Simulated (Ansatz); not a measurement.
Relaxed-ion elastic tensor of GaSb (CsCl type, Pm-3m) in GPa (Voigt order), r²SCAN (plane waves, PAW; program Ansatz); density 6.94 g/cm³, 22.92 Å³ per atom.

```
42.9  60.3  60.3   0.0   0.0   0.0
60.3  42.9  60.3   0.0   0.0   0.0
60.3  60.3  42.9   0.0   0.0   0.0
 0.0   0.0   0.0   8.8   0.0   0.0
 0.0   0.0   0.0   0.0   8.8   0.0
 0.0   0.0   0.0   0.0   0.0   8.8
```

Q: Is the crystal mechanically stable?

A: No: the smallest eigenvalue of C is -17.4 GPa.

A made-up cell: these elements were put on the sites of a structure type; neither database checked (COD, Materials Project) lists it. It is not the phase usual at ambient conditions (space group No. 216). The cell was relaxed with r²SCAN under the symmetry of its start. At this level the phase is mechanically unstable. As this level gives no gap, shear constants depend on the k-mesh and smearing (Fermi–Dirac, 0.1 eV here). Scalar-relativistic: spin–orbit coupling is off unless named, which matters more the heavier the elements.

Potentials: the earlier of the program's two PAW sets.
